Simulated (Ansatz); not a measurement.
CsPbBr3 (cubic perovskite, space group No. 221) at seven volumes, PBE (plane waves, PAW; program Ansatz), scaled uniformly. One row is withheld.

| V (Å³/atom) | P (GPa) |
|---|---|
| 39.288 | ? |
| 40.583 | 1.32 |
| 41.878 | 0.60 |
| 43.173 | 0.00 |
| 44.468 | -0.51 |
| 45.764 | -0.94 |
| 47.059 | -1.30 |

Q: Fit the shown pressures and predict the withheld one.

A: P = (3/2)B₀(x^(7/2) − x^(5/2))[1 + (3/4)(B′ − 4)(x − 1)] with x = (V₀/V)^(2/3). Least squares on the six rows gives V₀ = 43.169 Å³/atom, B₀ = 18.5 GPa, B′ = 4.71. At V = 39.288, x = 1.0648 and P = 2.18 GPa. The run itself gave 2.17 GPa.

Space group Pm-3m (cubic perovskite). This is a known high-temperature phase of the composition, computed here at zero pressure and temperature. The PBE relaxation kept the symmetry of its start; its stability against distortions is not shown here. Scalar-relativistic: spin–orbit coupling is off unless named, which matters more the heavier the elements.

Potentials: the later of the program's two PAW sets.
